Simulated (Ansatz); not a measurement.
## LaSi₂: reading a single point

```
Si La
1.0
     0.00000    4.31826    0.00000
     4.31826    0.00000    0.00000
     2.15913    2.15913   -6.93484
Si La
4 2
Direct
  0.41600 0.41600 0.16800
  0.16600 0.66600 0.66800
  0.33400 0.83400 0.33200
  0.58400 0.58400 0.83200
  0.00000 0.00000 0.00000
  0.75000 0.25000 0.50000
```

Method: PBEsol, no spin polarisation; PAW, plane waves to 420 eV, 8×8×8 Γ-centred mesh, fermi-dirac occupations (width 0.0491 eV) (Ansatz 0.2.0), atoms fixed.

(1) What does the stress say?

(2) Give the Bader charges.

(3) What is the formation energy?

(4) What happens at the Fermi level?

Origin: a database entry at a rescaled volume. Caveats: f levels without a U or exact exchange are poorly placed.

Results:

(1) The pressure is -1.9 GPa (compression positive), so with the atoms held at these fractions the cell would first shrink.

(2) Bader charges in e: La +1.29, Si -0.64. In the mean La gives up most and Si takes most.

(3) -0.72 eV an atom against the elements' usual phases (free molecules for gases, crystals otherwise, with no correction for O₂ or N₂), so it is bound against them; other compounds may still compete. Relaxing would lower it.

(4) It is a metal, with about 3.3 states/eV a cell as the mean within 0.25 eV of the Fermi level, mostly La d (34 %), Si p (33 %) and Si s (14 %).
